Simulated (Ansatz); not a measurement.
Interlayer sliding in a free bilayer taken from bulk MoTe2 (2H-MoS2 type, space group P6_3/mmc): the upper half of the atoms below is shifted in the plane.

```yaml
crystal:
  lattice:
    - [3.54214, 0.00000, 0.00000]
    - [1.77107, 3.06758, 0.00000]
    - [0.00000, 0.00000, 25.67987]
  atoms:
    - { symbol: Te, position: [0.66667, 0.66667, 0.29196] }
    - { symbol: Mo, position: [0.33333, 0.33333, 0.36176] }
    - { symbol: Te, position: [0.66667, 0.66667, 0.43168] }
    - { symbol: Te, position: [0.33333, 0.33333, 0.56832] }
    - { symbol: Mo, position: [0.66667, 0.66667, 0.63824] }
    - { symbol: Te, position: [0.33333, 0.33333, 0.70804] }
```

In-plane vectors a = (3.542, 0.000) Å, b = (1.771, 3.068) Å, area 10.87 Å². The shift is s times the vector a (length 3.542 Å), so s = 1 restores the start. Atoms relax along the normal only. γ = [E(shift) − E(0)] / area.

The numbers are results of r2SCAN+rVV10 (plane waves to 500 eV, PAW, scalar-relativistic; Ansatz, an electronic-structure program), not measurements. k mesh 11×11×1 (Γ-centred), Fermi-Dirac smearing 0.05 eV. Energies are extrapolated to zero smearing. MoTe2 is run without spin polarisation. MoTe2 was relaxed with its symmetry unable to fall. Spin-orbit coupling is left out, though Te is heavy. The zero of γ is zero shift.

```tsv
s	γ (mJ/m²)
0.000	0
0.083	11
0.167	withheld
0.250	65
0.333	86
0.417	100
0.500	104
0.583	100
0.667	86
0.750	65
0.833	withheld
0.917	11
```

### Question
Fit a Fourier form (three harmonics of 1 − cos and sin) to the given rows and predict γ at s = 0.167.

### Answer
Least squares on the 10 given rows: γ = (51.1)·[1 − cos(2πs)] + (6.3)·[1 − cos(4πs)] + (1.0)·[1 − cos(6πs)], in mJ/m²; root-mean-square residual 0.3 mJ/m². At 0.167 the fit gives 37 mJ/m²; the calculation gives 37 mJ/m², the same to the digits shown. 

(The slope of γ gives the shear force per area between the displaced halves; near zero shift its curvature is an elastic stiffness.)
